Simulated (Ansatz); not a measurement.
All-electron LAPW in Ansatz 0.2.0 under PBE, scalar-relativistic, energies extrapolated to zero smearing. Slabs are 1×1 cells cut from bulk crystals relaxed on PAW files, with atoms then relaxed, 16 to 20 Å of vacuum, a dipole correction, k spacings of 0.16 to 0.26 Å⁻¹ and smearing of 0.02 to 0.1 eV, without spin–orbit coupling or spin polarisation. The bulk type named needn't be the stable one, and no reconstruction is allowed.

Question: Order these slabs by surface energy, lowest first.
A. diamond Ge (111), 4 layers
B. diamond Ge (100), 6 layers
C. diamond Ge (100), 4 layers

Answer: A (0.82 J/m²), C (1.27 J/m²), B (1.36 J/m²).
